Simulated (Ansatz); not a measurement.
Suppose Al3Ir2 takes space group Fmmm (No. 69), with Al on 8i and 4a; Ir on 8h.

The calculation used DFT PBE, scalar-relativistic, plane waves, PAW in Ansatz. Cutoff 420 eV, Γ-centred mesh, Gaussian smearing, no spin polarisation.

Formation energies are uncorrected and refer to the elements' standard structures at the same level.

Task: Give the relaxed lattice parameters and positions.

Result:

Space group Fmmm (No. 69). a = 4.398 Å, b = 8.081 Å, c = 11.410 Å, α = 90.00°, β = 90.00°, γ = 90.00°
```tsv
atom	site	symmetry	x	y	z
Al	8i	mm2	0.5000	0.0000	0.8181
Al	4a	mmm	0.0000	0.0000	0.0000
Ir	8h	m2m	0.5000	0.8283	0.0000
```

Around Al on a site of symmetry mm2 lie 2 Ir at 2.50 Å, 2 Al at 2.69 Å and 2 Al at 3.02 Å; Al on a site of symmetry mmm is surrounded by 6 Ir at 2.60–2.65 Å and 4 Al at 3.02 Å; Ir has 5 Al at 2.50–2.65 Å, 2 Ir at 2.54 Å and 1 Ir at 2.78 Å. Another local minimum with the same sites may exist.

Task: And its energy and gap?

Result: The energy over the elements is −0.08 eV/atom and the gap on the 10×10×10 mesh of the 5-atom cell is 0 eV (a metal). It lies below the elements, which doesn't yet make it stable against other compounds or structures.

The last run used Gaussian smearing of 0.10 eV. These runs have no spin–orbit coupling, which can matter for Ir. Symmetry constrained the relaxation, so the result can be a saddle point.
